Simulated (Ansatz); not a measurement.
The relaxed structure here is a generated cell of ZrS3: the first start was made by placing the elements on the sites of a structure type, and the end was not matched to a known phase here, so it may be hypothetical.

One starting cell of ZrS₃ (a generated trial cell of ZrS3 in the AFLOW prototype AB3_hP8_194_c_bf (D0_18, as in Na3As)) was relaxed twice with Ansatz (plane waves, PAW, scalar-relativistic): with r2SCAN at 500 eV and with PBE at 420 eV. The r2SCAN result:

```
CELL_PARAMETERS angstrom
      4.48063     0.00000     0.00000
     -2.24031     3.88034     0.00000
      0.00000     0.00000     8.39184
ATOMIC_POSITIONS crystal
  S  0.00000 0.00000 0.25000
  S  0.00000 0.00000 0.75000
  S  0.33333 0.66667 0.91725
  S  0.66667 0.33333 0.41725
  S  0.66667 0.33333 0.08275
  S  0.33333 0.66667 0.58275
  Zr 0.33333 0.66667 0.25000
  Zr 0.66667 0.33333 0.75000
```

```tsv
quantity	r2SCAN	PBE
space group	P6₃/mmc	P6₃/mmc
volume (Å³/atom)	18.24	___
a (Å)	4.481	___
c (Å)	8.392	___
gap (eV, no spin-orbit coupling)	0.00	___
```

What does PBE give for the same quantities?


- volume (Å³/atom), PBE: 18.25
- a (Å), PBE: 4.484
- c (Å), PBE: 8.385
- gap (eV, no spin-orbit coupling), PBE: 0.00

Both levels end in the same structure; PBE's volume is within 0.5 % of r2SCAN's. Neither column is exact.

No spin polarisation in the result.

The run could not lose the symmetry of its start, so the end can be a saddle point.

Ansatz is a quantum-chemistry and plane-wave program.
